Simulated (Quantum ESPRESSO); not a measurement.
## Au2AlSn2Ti3 (one run as intended and one with a planted mistake)

Simulated, not a measurement. The program is pw.x of Quantum ESPRESSO 7.5 (plane-wave density functional theory). The cell is made up: eight metal atoms on a face-centred cubic lattice, with elements, volume, strain and displacements drawn at random and not relaxed, so it may be unstable or far from any real phase. PseudoDojo standard norm-conserving files set the functional (PBE unless stated); there is no spin polarisation or spin-orbit coupling, the Fermi-Dirac width of 0.25 eV means electrons at about 2900 K, and the masses in the input are unused placeholders. The tin pseudopotential is less sure than most, with forces differing by about three percent from a second method on plain tin. Heavy elements are run without spin-orbit coupling, which real alloys of them have. A spin test at this wide smearing found no moment, but such smearing suppresses magnetism that the real alloy may have.

Intended input:

```
&control calculation='scf', pseudo_dir='./dojo.nc.sr.pbe.v0_5.standard.upf', outdir='./o', disk_io='minimal', tprnfor=.true., tstress=.true. /
&system ibrav=0, nat=8, ntyp=4, nbnd=65, ecutwfc=84.00895049, nosym=.true., tot_charge=0,
 occupations='smearing', smearing='fd', degauss=0.0183746611
/
&electrons conv_thr=1.470e-08, electron_maxstep=70, mixing_beta=0.5 /
ATOMIC_SPECIES
Al 1.0 Al.upf
Au 1.0 Au.upf
Sn 1.0 Sn.upf
Ti 1.0 Ti.upf
CELL_PARAMETERS angstrom
-0.0281 2.087 2.0866
-4.2001 2.1569 -2.1002
-4.0695 -6.2275 6.2823
ATOMIC_POSITIONS angstrom
Au -0.1992 0.0515 -0.1953
Al -3.982 -4.0785 4.2159
Sn -4.1079 -2.0788 2.1402
Ti -4.1699 0.0167 -0.0448
Ti -1.9395 -2.0888 4.0515
Sn -2.1957 0.0221 2.322
Ti -2.147 2.1794 -0.0843
Au -6.1842 -1.9147 4.2085
K_POINTS automatic
8 5 3 1 1 1
```

The log is shortened where brackets say so; the opening notice, blank lines, dates and the lines on written files are dropped, and the path of the files is cut. It prints rydbergs, bohrs and kilobars, and counts compression as positive stress. Its total energy is the free energy E - TS of the whole cell.

Log of the intended run:

```
     Program PWSCF v.7.5
     Parallel version (MPI & OpenMP), running on       4 processor cores
     Number of MPI processes:                 4
     Threads/MPI process:                     1
     [start-up lines left out]
     bravais-lattice index     =            0
     lattice parameter (alat)  =       5.5772  a.u.
     unit-cell volume          =     983.8029 (a.u.)^3
     number of atoms/cell      =            8
     number of atomic types    =            4
     number of electrons       =       105.00
     number of Kohn-Sham states=           65
     kinetic-energy cutoff     =      84.0090  Ry
     charge density cutoff     =     336.0358  Ry
     scf convergence threshold =      1.5E-08
     mixing beta               =       0.5000
     number of iterations used =            8  plain     mixing
     Exchange-correlation= PBE
                           (   1   4   3   4   0   0   0)
     [axes and pseudopotential details left out]
   Cartesian axes
     site n.     atom                  positions (alat units)
         1        Au     tau(   1) = (  -0.0674953   0.0174499  -0.0661739  )
         2        Al     tau(   2) = (  -1.3492292  -1.3819265   1.4284820  )
         3        Sn     tau(   3) = (  -1.3918882  -0.7043641   0.7251684  )
         4        Ti     tau(   4) = (  -1.4128958   0.0056585  -0.0151797  )
         5        Ti     tau(   5) = (  -0.6571648  -0.7077524   1.3727781  )
         6        Sn     tau(   6) = (  -0.7439735   0.0074882   0.7867680  )
         7        Ti     tau(   7) = (  -0.7274724   0.7384506  -0.0285635  )
         8        Au     tau(   8) = (  -2.0954052  -0.6487617   1.4259747  )
     number of k points=    60  Fermi-Dirac smearing, width (Ry)=  0.0184
                       cart. coord. in units 2pi/alat
        k(    1) = (  -0.0822267   0.0312636   0.0560239), wk =   0.0333333
        k(    2) = (   0.0376699   0.1503402  -0.0614609), wk =   0.0333333
     [further k points left out]
     Dense  grid:   102329 G-vectors     FFT dimensions: (  36,  60, 108)
     Estimated max dynamical RAM per process >     364.44 MB
     Estimated total dynamical RAM >       1.35 GB
     Initial potential from superposition of free atoms
     starting charge     104.9895, renormalised to     105.0000
     Starting wfcs are   72 randomized atomic wfcs
     total cpu time spent up to now is       10.4 secs
     per-process dynamical memory:   294.4 Mb
     Self-consistent Calculation
     iteration #  1     ecut=    84.01 Ry     beta= 0.50
     Davidson diagonalization with overlap
     ethr =  1.00E-02,  avg # of iterations =  2.8
     total cpu time spent up to now is       33.8 secs
     total energy              =   -1264.04062750 Ry
     estimated scf accuracy    <       7.26841085 Ry
     iteration #  2     ecut=    84.01 Ry     beta= 0.50
     Davidson diagonalization with overlap
     ethr =  6.92E-03,  avg # of iterations =  5.0
     total cpu time spent up to now is       62.1 secs
     total energy              =   -1262.85399758 Ry
     estimated scf accuracy    <     109.98817701 Ry
     [iterations 3 to 17 left out]
     iteration # 18     ecut=    84.01 Ry     beta= 0.50
     Davidson diagonalization with overlap
     ethr =  1.57E-11,  avg # of iterations =  3.9
     total cpu time spent up to now is      399.0 secs
     total energy              =   -1268.86409077 Ry
     estimated scf accuracy    <       0.00000002 Ry
     iteration # 19     ecut=    84.01 Ry     beta= 0.50
     Davidson diagonalization with overlap
     ethr =  1.57E-11,  avg # of iterations =  1.7
     total cpu time spent up to now is      415.0 secs
     End of self-consistent calculation
     [lines on levels left out]
!    total energy              =   -1268.86409077 Ry
     estimated scf accuracy    <          8.8E-10 Ry
     smearing contrib. (-TS)   =      -0.09969631 Ry
     internal energy E=F+TS    =   -1268.76439446 Ry
     The total energy is F=E-TS. E is the sum of the following terms:
     one-electron contribution =    -470.92531405 Ry
     hartree contribution      =     288.75666411 Ry
     xc contribution           =    -247.28586069 Ry
     ewald contribution        =    -839.30988383 Ry
     convergence has been achieved in  19 iterations
     Forces acting on atoms (cartesian axes, Ry/au):
     atom    1 type  2   force =     0.02189938   -0.00091520    0.01403657
     atom    2 type  1   force =    -0.00614616   -0.02655786    0.01460137
     atom    3 type  3   force =    -0.07895064   -0.01964556    0.02717969
     atom    4 type  4   force =     0.02602957    0.01615939   -0.00061266
     atom    5 type  4   force =    -0.01274084   -0.02028531    0.03544485
     atom    6 type  3   force =     0.08116942    0.06367977   -0.09369133
     atom    7 type  4   force =    -0.01511435    0.00272866   -0.01031771
     atom    8 type  2   force =    -0.01614637   -0.01516389    0.01335921
     Total force =     0.179427     Total SCF correction =     0.000085
     Computing stress (Cartesian axis) and pressure
          total   stress  (Ry/bohr**3)                   (kbar)     P=       58.71
   0.00035369   0.00032175  -0.00027297           52.03       47.33      -40.15
   0.00032175   0.00042141   0.00017161           47.33       61.99       25.24
  -0.00027297   0.00017161   0.00042229          -40.15       25.24       62.12
     init_run     :      8.86s CPU      9.41s WALL (       1 calls)
     electrons    :    402.48s CPU    404.71s WALL (       1 calls)
     forces       :      3.17s CPU      3.20s WALL (       1 calls)
     stress       :     10.65s CPU     10.67s WALL (       1 calls)
     [timing details left out]
     PWSCF        :   7m 6.17s CPU   7m 9.04s WALL
     JOB DONE.
```

A second run has one planted mistake: one atom is of a wrong element. The input lines that differ:

```
- &system ibrav=0, nat=8, ntyp=4, nbnd=65, ecutwfc=84.00895049, nosym=.true., tot_charge=0,
+ &system ibrav=0, nat=8, ntyp=5, nbnd=65, ecutwfc=84.00895049, nosym=.true., tot_charge=0,
+ Ta 1.0 Ta.upf
- Ti -1.9395 -2.0888 4.0515
+ Ta -1.9395 -2.0888 4.0515
```

Its log:

```
     Program PWSCF v.7.5
     Parallel version (MPI & OpenMP), running on       4 processor cores
     Number of MPI processes:                 4
     Threads/MPI process:                     1
     [start-up lines left out]
     bravais-lattice index     =            0
     lattice parameter (alat)  =       5.5772  a.u.
     unit-cell volume          =     983.8029 (a.u.)^3
     number of atoms/cell      =            8
     number of atomic types    =            5
     number of electrons       =       106.00
     number of Kohn-Sham states=           65
     kinetic-energy cutoff     =      84.0090  Ry
     charge density cutoff     =     336.0358  Ry
     scf convergence threshold =      1.5E-08
     mixing beta               =       0.5000
     number of iterations used =            8  plain     mixing
     Exchange-correlation= PBE
                           (   1   4   3   4   0   0   0)
     [axes and pseudopotential details left out]
   Cartesian axes
     site n.     atom                  positions (alat units)
         1        Au     tau(   1) = (  -0.0674953   0.0174499  -0.0661739  )
         2        Al     tau(   2) = (  -1.3492292  -1.3819265   1.4284820  )
         3        Sn     tau(   3) = (  -1.3918882  -0.7043641   0.7251684  )
         4        Ti     tau(   4) = (  -1.4128958   0.0056585  -0.0151797  )
         5        Ta     tau(   5) = (  -0.6571648  -0.7077524   1.3727781  )
         6        Sn     tau(   6) = (  -0.7439735   0.0074882   0.7867680  )
         7        Ti     tau(   7) = (  -0.7274724   0.7384506  -0.0285635  )
         8        Au     tau(   8) = (  -2.0954052  -0.6487617   1.4259747  )
     number of k points=    60  Fermi-Dirac smearing, width (Ry)=  0.0184
                       cart. coord. in units 2pi/alat
        k(    1) = (  -0.0822267   0.0312636   0.0560239), wk =   0.0333333
        k(    2) = (   0.0376699   0.1503402  -0.0614609), wk =   0.0333333
     [further k points left out]
     Dense  grid:   102329 G-vectors     FFT dimensions: (  36,  60, 108)
     Estimated max dynamical RAM per process >     376.98 MB
     Estimated total dynamical RAM >       1.40 GB
     Initial potential from superposition of free atoms
     starting charge     105.9902, renormalised to     106.0000
     Starting wfcs are   72 randomized atomic wfcs
     total cpu time spent up to now is        7.2 secs
     per-process dynamical memory:   291.8 Mb
     Self-consistent Calculation
     iteration #  1     ecut=    84.01 Ry     beta= 0.50
     Davidson diagonalization with overlap
     ethr =  1.00E-02,  avg # of iterations =  2.8
     total cpu time spent up to now is       21.1 secs
     total energy              =   -1276.57881521 Ry
     estimated scf accuracy    <       5.70203261 Ry
     iteration #  2     ecut=    84.01 Ry     beta= 0.50
     Davidson diagonalization with overlap
     ethr =  5.38E-03,  avg # of iterations =  4.3
     total cpu time spent up to now is       38.4 secs
     total energy              =   -1275.28792716 Ry
     estimated scf accuracy    <      75.95188595 Ry
     [iterations 3 to 17 left out]
     iteration # 18     ecut=    84.01 Ry     beta= 0.50
     Davidson diagonalization with overlap
     ethr =  6.52E-11,  avg # of iterations =  5.6
     total cpu time spent up to now is      254.2 secs
     total energy              =   -1280.29109064 Ry
     estimated scf accuracy    <       0.00000003 Ry
     iteration # 19     ecut=    84.01 Ry     beta= 0.50
     Davidson diagonalization with overlap
     ethr =  2.38E-11,  avg # of iterations =  2.0
     total cpu time spent up to now is      267.3 secs
     End of self-consistent calculation
     [lines on levels left out]
!    total energy              =   -1280.29109064 Ry
     estimated scf accuracy    <          2.7E-09 Ry
     smearing contrib. (-TS)   =      -0.09468511 Ry
     internal energy E=F+TS    =   -1280.19640553 Ry
     The total energy is F=E-TS. E is the sum of the following terms:
     one-electron contribution =    -443.85512843 Ry
     hartree contribution      =     277.84349708 Ry
     xc contribution           =    -259.45453657 Ry
     ewald contribution        =    -854.73023762 Ry
     convergence has been achieved in  19 iterations
     Forces acting on atoms (cartesian axes, Ry/au):
     atom    1 type  2   force =     0.02123565   -0.00179803    0.01463166
     atom    2 type  1   force =    -0.00476714   -0.02900654    0.01614702
     atom    3 type  3   force =    -0.08381644   -0.01812279    0.02443411
     atom    4 type  5   force =     0.03806369    0.01335000    0.00064876
     atom    5 type  4   force =    -0.02475308   -0.03100446    0.04868975
     atom    6 type  3   force =     0.08092222    0.08204540   -0.11092483
     atom    7 type  5   force =    -0.01387711    0.00410275   -0.01187101
     atom    8 type  2   force =    -0.01300778   -0.01956633    0.01824454
     Total force =     0.205269     Total SCF correction =     0.000135
     Computing stress (Cartesian axis) and pressure
          total   stress  (Ry/bohr**3)                   (kbar)     P=       75.06
   0.00046006   0.00029738  -0.00024945           67.68       43.75      -36.70
   0.00029738   0.00053327   0.00011537           43.75       78.45       16.97
  -0.00024945   0.00011537   0.00053743          -36.70       16.97       79.06
     init_run     :      6.46s CPU      6.91s WALL (       1 calls)
     electrons    :    257.66s CPU    260.11s WALL (       1 calls)
     forces       :      2.50s CPU      2.53s WALL (       1 calls)
     stress       :      8.28s CPU      8.58s WALL (       1 calls)
     [timing details left out]
     PWSCF        :   4m35.23s CPU   4m38.50s WALL
     JOB DONE.
```

```
                                            intended run  run with the mistake
                          free energy (eV)    -17263.775            -17419.248
         entropy term -TS, part of it (eV)        -1.356                -1.288
                            pressure (GPa)          5.87                  7.51
size of the largest force component (eV/Å)         2.409                 2.852
largest change of a force component (eV/Å)                               0.472
                                iterations            19                    19
```

For scale, a rerun of the intended cell at a higher cutoff and on a denser mesh moved values by no more than 0.009 eV in energy, 0.04 GPa in stress and 0.015 eV/Å in force, and a second program with other atomic files agreed on that cell to 2 % rms in force and 0.5 GPa in pressure. Files of another functional or element have another zero of energy, so the energy change says nothing on stability.